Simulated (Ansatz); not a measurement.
MoS₂:
```
CELL_PARAMETERS angstrom
      1.58812     0.91690     6.22378
     -1.58812     0.91690     6.22378
      0.00000    -1.83380     6.22378
ATOMIC_POSITIONS crystal
  Mo 0.99977 0.99977 0.99977
  S  0.41626 0.41626 0.41626
  S  0.24999 0.24999 0.24999
```

Relaxed with r²SCAN+D4.

Problem. Map the electron localisation function on the plane through (1.000, 1.000, 1.000) spanned by u = [1, 0, 0] and v = [-1, 1, 1] in lattice vectors, from the program Ansatz at the r²SCAN+D4 level (PAW).

Solution. x is the fraction of u, y of v (the angle between them is 47°; rows are the nearest grid lines); atoms in the plane: Mo at (0.00, 0.00), S at (0.83, 0.42), S at (0.50, 0.25).
```
|-=##+:....       .-=+++==-::+##=-|
|#**##+:.....           .....:=*##|
|#####*:......             ...:=*#|
|:-+*#*=......              .....:|
|..:-==-:.....               .....|
|... ..::::...                 ...|
|.......:--::..                 ..|
|  .....:-===-:.   ...::..        |
|       ..:====-:::-=+**##*=.     |
|        ..-===--:-=**##%%%#+:    |
|        ..::-----=+#%%%%%@@@@#-  |
|        .::-------+*%%%##%@@@@%- |
|#:    .:=+***+=-:::=*%%*: .*@@@@#|
|@*.   :=+*####*+-::-+#%*:   *@@@@|
|@@#:  :+#%%%%%%%#+-:.-+##-   -%@@|
|@@%=  .=#%@%#*##%#+-..-*#*=. :*@@|
|@@%#-  .*%@@%=  :+##+:.:=*#%%##%@|
|%%#*=.  .*@@@@+   .*#*=:..-+#%@@%|
|%%#*=.   :#@@@@=   =#%*-...:=*#%%|
|-==-:.    .+%@@@@*=+#%%*-::------|
|-::::.     .+%@@@@%#%@@#=:-+**+=-|
|#*=:...       =#%@@@@%%%+--*#####|
|##*=:...       -*%%%%%%#*--+##**#|
|-=##+:....       .-=+++==-::+##=-|
```
Scale: ten equal steps from -0.002 (start of ' ') to 0.948 (end of '@'), in the order ' .:-=+*#%@'; x runs from 0.000 to 1.00, y from 0.000 (bottom) to 1.00 (top).

The density is the valence pseudo-density with augmentation charge, so density and ELF within about 1 Å of a nucleus are not all-electron values.

Space group R3m. The cell was relaxed with r²SCAN+D4 under the symmetry of its start. No spin polarisation was allowed.

Potentials: the earlier of the program's two PAW sets.
